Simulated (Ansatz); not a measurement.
Mg:
```
Mg
1.0
    3.20977     0.00000     0.00000
   -1.60488     2.77974     0.00000
    0.00000     0.00000     5.14014
Mg
2
Direct
  0.33333   0.66667   0.25000
  0.66667   0.33333   0.75000
```

Relaxed with PBE. Special points in fractions of this cell's reciprocal vectors: Γ (0.000, 0.000, 0.000); M (0.500, 0.000, 0.000); K (0.333, 0.333, 0.000); A (0.000, 0.000, 0.500); L (0.500, 0.000, 0.500); H (0.333, 0.333, 0.500).

Task: List the band energies nearest the Fermi level at these points for DFT-PBE in the program Ansatz with PAW potentials.

Result: In eV from the Fermi level; about four levels below and three above (degenerate sets whole), none deeper than 8.9 eV; … stands for higher levels left out; points with the same levels are listed once.

| k | below | above |
|---|---|---|
| Γ | -6.94 -1.61 -1.11 | 10.79 10.79 10.89 10.89 |
| M | -2.18 -2.17 | 2.68 3.05 3.38 |
| K | -0.66 -0.65 -0.65 | 4.14 4.14 4.42 |
| A | -5.51 -5.51 | 5.25 5.25 … |
| L | -1.11 -1.11 -0.46 -0.46 | 7.94 7.94 … |
| H | – | 0.17 0.17 0.66 0.66 |

Space group P6_3/mmc (hcp (Mg type)). The cell was relaxed with PBE under the symmetry of its start.

Potentials: the earlier of the program's two PAW sets.
